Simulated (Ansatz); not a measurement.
NbTc in space group Cmmm (No. 65; Nb on 2a, Tc on 2c), DFT-PBE in the program Ansatz with PAW potentials, all energies at zero smearing, with the estimated change up to a 700 eV cutoff added, with one set of potentials and settings (totals compare only within such a set). Cell of 2 atoms (1 Nb, 1 Tc): -9950.613 eV.

```json
[
 {"element": "Nb", "reference phase": "Im-3m, 1 atoms in the cell", "E (eV/atom)": "-4552.2836"},
 {"element": "Tc", "reference phase": "P6_3/mmc, 2 atoms in the cell", "E (eV/atom)": "-5398.0458"}
]
```

Formation energy per atom, worked out: (-9950.613 − 1×(-4552.2836) − 1×(-5398.0458))/2 = -0.142 eV/atom (-14 kJ per mol of atoms), at 0 K, without zero-point energy or fitted corrections.

The first step of the workflow began from a Materials Project structure, measured or hypothetical; the Crystallography Open Database copy checked does not list it. With Nb and Tc taken as one species the cell has the higher symmetry Im-3m, so it may be an ordered model of a mixed-site phase. Whether it is the stable phase at ambient conditions was not checked. Symmetry was held in the PBE relaxation; its stability against distortions is not shown here. The run is not spin-polarised. The references are the lowest solids computed at this level, not always the standard phases.

Potentials: the later of the program's two PAW sets.
